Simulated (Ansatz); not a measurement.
## PW: do energies and stresses tell the same story?

The calculation used DFT PBEsol, scalar-relativistic, plane waves, PAW (Ansatz).

Plane waves to 420 eV, a k mesh through Γ of 6×12×6 on the computed 8-atom cell and Gaussian smearing (0.10 eV); no spin polarisation.

Relaxed cell: Pnma, a = 5.690 Å, b = 3.226 Å, c = 6.223 Å, α = 90.00°, β = 90.00°, γ = 90.00°, 8 atoms in the primitive cell. Whether it is the stable form of this composition wasn't checked.

Energies at zero smearing and pressures from the stress tensor, at volumes with shape and atoms relaxed:
```json
{"V (Å³/atom)": "13.421", "E − E(first) (meV/atom)": "0.00", "P (GPa)": "16.67"}
{"V (Å³/atom)": "13.850", "E − E(first) (meV/atom)": "-32.16", "P (GPa)": "7.64"}
{"V (Å³/atom)": "14.278", "E − E(first) (meV/atom)": "-42.06", "P (GPa)": "-0.04"}
{"V (Å³/atom)": "14.707", "E − E(first) (meV/atom)": "-33.07", "P (GPa)": "-6.52"}
{"V (Å³/atom)": "15.135", "E − E(first) (meV/atom)": "-8.12", "P (GPa)": "-12.00"}
```

Problem. Check P = −dE/dV between neighbouring volumes, and get the bulk modulus from the pressures alone.

Solution. With 1 eV/Å³ = 160.2 GPa:
| middle V (Å³/atom) | −ΔE/ΔV (GPa) | mean P (GPa) |
| --- | --- | --- |
| 13.636 | 12.028 | 12.156 |
| 14.064 | 3.705 | 3.803 |
| 14.492 | -3.366 | -3.278 |
| 14.921 | -9.330 | -9.259 |

The two differ by 0.13 GPa at most. The mean of two end pressures misses the average over a step by about ΔV² P″/12, up to 0.12 GPa here; with that taken off 0.01 GPa remains. Around V = 14.278 Å³/atom, the two neighbours give B = −V ΔP/ΔV = 14.278 × 14.16 / 0.857 = 236.1 GPa, against B0 = 234.7 GPa from the Birch–Murnaghan fit of the energies.

Spin–orbit coupling is left out, which can shift energies with elements as heavy as these.

Cost: 6 runs of about 12 core-minutes in all, on Intel Xeon 6975P-C (Granite Rapids) (shared hosts).